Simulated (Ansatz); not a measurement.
Simulated powder pattern, Cu Kα, λ = 1.54184 Å (kinematic, ideal powder, no thermal factors, no anomalous dispersion; the 30 strongest lines at most, above 1 %, up to 2θ = 90°):

```csv
2θ (°),I/Imax (%)
29.86,21
34.62,100
49.77,72
59.13,10
62.04,25
73.04,12
80.85,4.6
83.41,33
```

The pattern belongs to a structure relaxed with PBEsol (plane waves, PAW; program Ansatz).

### Question
Pick the material that matches.
(A) MoRu, rock salt
(B) SnMo2C, P6_3/mmc (Sn on 2d, Mo on 4f, C on 2a)
(C) MoPt, rock salt
(D) MoN2, R3m (Mo on 3a, N on 3a, N on 3a)

### Answer
C, MoPt, rock salt

### Question
Give the lattice parameters.

### Answer
a = 5.182 Å.

Space group Fm-3m (rock salt). The start of the workflow was typed in or built on a structure type; neither database checked (COD, Materials Project) lists it. Whether it is the stable phase at ambient conditions was not checked. The PBEsol relaxation kept the symmetry of its start; of distortions, only those at the zone centre were tested. No spin polarisation was allowed. Its formation energy is positive at this level, so the cell may be metastable or incomplete. Spin–orbit coupling is left out wherever it is not named.

Potentials: the earlier of the program's two PAW sets.
